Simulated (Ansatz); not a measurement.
## PbF₂ (Fm-3m), clamped-ion strain scan

Theory: DFT LDA, scalar-relativistic, plane waves, PAW (Ansatz). Settings: plane waves to 420 eV, k-mesh 8×8×8 (Γ-centred), Gaussian smearing 0.05 eV. Spin–orbit coupling is left out, which matters for the heavy elements here. No spin polarisation. Energies are free energies at this smearing, counted from the undisturbed cell; pressure is positive in compression.

Reference structure (as given, not relaxed at this level; it stands at -4.9 GPa, and it needn't be the usual structure):

```
Pb F
1.0
     0.00000    2.96985    2.96985
     2.96985    0.00000    2.96985
     2.96985    2.96985    0.00000
Pb F
1 2
Cartesian
  0.0000 0.0000 0.0000
  1.4849 1.4849 1.4849
  4.4548 4.4548 4.4548
```

The cell is strained by ε times the Voigt pattern (0, 0, 0, 1, 0, 0) (xx, yy, zz, yz, xz, xy; engineering shear) with fractional coordinates fixed.

```csv
ε,ΔE (meV/atom)
-0.0600,5.0
-0.0300,1.3
0.0000,0.0
0.0075,0.1
0.0150,0.4
0.0225,0.7
0.0375,2.0
0.0450,2.8
0.0525,3.8
```

**Question.** Predict the gap on the mesh (eV) at each point.

**Answer.**
| ε | gap on the mesh (eV) |
| --- | --- |
| -0.0600 | 4.21 |
| -0.0300 | 4.25 |
| 0.0000 | 4.26 |
| 0.0075 | 4.26 |
| 0.0150 | 4.26 |
| 0.0225 | 4.26 |
| 0.0375 | 4.24 |
| 0.0450 | 4.23 |
| 0.0525 | 4.22 |